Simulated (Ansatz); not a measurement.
## From three elastic constants to directional properties of TaCd₃

All numbers below come from DFT PBE, scalar-relativistic, plane waves, PAW in Ansatz 0.2.0. Settings: 420 eV plane-wave cutoff, Γ-centred 10×10×10 mesh, Fermi-Dirac smearing of 0.15 eV. No spin polarisation.

Relaxed structure:
Space group Pm-3m (No. 221). a = 4.299 Å, b = 4.299 Å, c = 4.299 Å, α = 90.00°, β = 90.00°, γ = 90.00°
```json
{"atom": "Ta", "site": "1a", "symmetry": "m-3m", "x": "0.0000", "y": "0.0000", "z": "0.0000"}
{"atom": "Cd", "site": "3c", "symmetry": "4/mm.m", "x": "0.0000", "y": "0.5000", "z": "0.5000"}
```

The cell was built by swapping an element in a database structure (itself possibly hypothetical) and relaxing; it need not be the stable form of this composition. In a metal, frequencies and elastic constants depend on the k mesh and the smearing, soft modes and shear constants most. Spin–orbit coupling is left out, which can shift energies with elements as heavy as these.

With ions relaxed, on the cubic axes: C11 = 140.9, C12 = 77.6, C44 = 60.8 GPa. The density is 10.831 g/cm³.

Task: Is the crystal stable against strain, and how anisotropic is it?

Result: Born's conditions hold: C11 + 2C12 = 296.2, C11 − C12 = 63.3 and C44 = 60.8 GPa are all positive. B = (C11 + 2C12)/3 = 98.7 GPa. The two shear moduli are C44 and C′ = (C11 − C12)/2 = 31.7 GPa, so Zener's ratio is A = C44/C′ = 1.92: the tetragonal shear C′ is the soft one, as in many fcc and bcc metals and zincblende crystals. The Cauchy pressure C12 − C44 is 16.8 GPa; it would vanish for pair forces between atoms on inversion centres at zero pressure, and a positive value is usual with metallic or many-body binding, and where atoms off inversion centres relax under shear, which lowers C44.

Task: Give the sound speeds along the three symmetry directions.

Result: The Christoffel equation gives ρv² for each branch:
```
direction branch                    ρv²    GPa v (m/s)
    [100]              L                    C11  140.9     3607
    [100]         T (×2) C44   60.8     2370
    [110]              L   (C11 + C12 + 2C44)/2  170.1     3963
    [110]   T, u ∥ [001]                    C44   60.8     2370
    [110]  T, u ∥ [1-10]          (C11 − C12)/2   31.7     1710
    [111]              L  (C11 + 2C12 + 4C44)/3  179.9     4075
    [111]         T (×2) (C11 − C12 + C44)/3   41.4     1955
```

Task: How does Young's modulus depend on direction?

Result: Inverting gives S11 = 11.656, S12 = -4.140, S44 = 16.437 TPa⁻¹. Along a unit vector (l, m, n), 1/E = S11 − 2(S11 − S12 − S44/2)(l²m² + m²n² + n²l²), where the last bracket is 0, 1/4 and 1/3 for [100], [110] and [111]: E = 86, 127 and 151 GPa. With A > 1 the body diagonal is stiffest. For a film on (001), the biaxial modulus is C11 + C12 − 2C12²/C11 = 133 GPa and the normal strain is −2C12/C11 = -1.10 times the in-plane one.